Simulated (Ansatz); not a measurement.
SrCo$_{2}$Ge$_{2}$:
```yaml
crystal:
  lattice:
    - [-1.99285, 1.99285, 5.49566]
    - [1.99285, -1.99285, 5.49566]
    - [1.99285, 1.99285, -5.49566]
  atoms:
    - { symbol: Sr, position: [0.00000, 0.00000, 0.00000] }
    - { symbol: Co, position: [0.75000, 0.25000, 0.50000] }
    - { symbol: Co, position: [0.25000, 0.75000, 0.50000] }
    - { symbol: Ge, position: [0.64304, 0.64304, 0.00000] }
    - { symbol: Ge, position: [0.35696, 0.35696, 0.00000] }
```

Relaxed with r²SCAN. Special points in fractions of this cell's reciprocal vectors: Γ (0.000, 0.000, 0.000); X (0.000, 0.000, 0.500); P (0.250, 0.250, 0.250); N (0.000, 0.500, 0.000); M (0.500, 0.500, -0.500); S (0.283, 0.717, -0.283); S0 (-0.283, 0.283, 0.283); R (-0.066, 0.066, 0.500); G (0.500, 0.500, -0.066).

Q: List the band energies nearest the Fermi level at these points for the program Ansatz at the r²SCAN level (PAW).

A: In eV from the Fermi level; about four levels below and three above (degenerate sets whole), none deeper than 8.9 eV; points with the same levels are listed once.

```tsv
k	below	above
Γ	-0.79 -0.43 -0.43 -0.06	1.25 3.23 3.23
X	-0.93 -0.90 -0.90 -0.72	0.33 0.35 1.28
P	-0.90 -0.90 -0.83 -0.83	0.34 0.34 1.16
N	-1.51 -1.50 -1.05 -0.72	1.28 1.74 1.77
M	-0.92 -0.21 -0.21 -0.06	0.80 1.87 1.87
S	-1.44 -1.41 -1.24 -0.07	0.82 1.20 3.14
R	-1.18 -0.91 -0.62 -0.55	0.34 0.38 1.35
```

Space group I4/mmm. The workflow started from a Materials Project entry (that database holds measured and hypothetical structures alike); the Crystallography Open Database copy checked does not list it. Its standing as an ambient phase is unchecked. Symmetry was held in the r²SCAN relaxation; its stability against distortions is not shown here. The run is not spin-polarised. Scalar-relativistic: spin–orbit coupling is off unless named, which matters more the heavier the elements.

Potentials: the later of the program's two PAW sets.
